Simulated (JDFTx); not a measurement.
Unstrained cell:

SnSe2 monolayer taken from bulk SnSe2 (space group P-3m1, lattice of the Materials Project entry mp-665, not re-optimised): 3 atoms in 3 planes, a 1x1 cell of 12.78 Å² (|a| = 3.842, |b| = 3.842 Å), 3.2 Å between the outermost planes, Se outermost, cell height 19.2 Å, 12×12×1 k mesh, Fermi smearing 0.003 Ha, no spin polarisation. Whether this polymorph is the ambient one wasn't checked. A free-standing single layer at the bulk's in-plane lattice is a model cell.

All numbers are PBE, GBRV ultrasoft potentials, plane waves to 20/100 Ha results from JDFTx (a modified build), not measurements. The in-plane lattice is scaled by the biaxial strain ε at a fixed k mesh and cell height, and all atoms off the mid-plane are relaxed in vacuum within the cell's symmetry. Zero strain is the lattice given, not this level's minimum.

The edges are Kohn-Sham levels on this k mesh, not quasiparticle energies. Spin-orbit coupling is left out, which can move the edges for the heavier elements here. Edges are counted from the vacuum level.

```csv
k point of the edge (reduced),ε (%),conduction edge (eV)
0.000 0.500,-4,-5.00
0.000 0.500,-2,withheld
0.000 0.500,-1,-5.18
0.000 0.500,0,-5.23
0.000 0.500,1,-5.28
0.000 0.500,4,-5.42
```

**Question.** Fit y = Dε + qε² + y₀ to the other rows by least squares, predict the withheld value, and compare with the run.

**Answer.** The fit gives D (eV/%) = -0.0524, q (eV/%²) = 0.00130, y₀ (eV) = -5.23, with a root-mean-square miss of 0.002 eV on its own rows. It predicts -5.12 eV; the run gives -5.12 eV, the same to these digits.
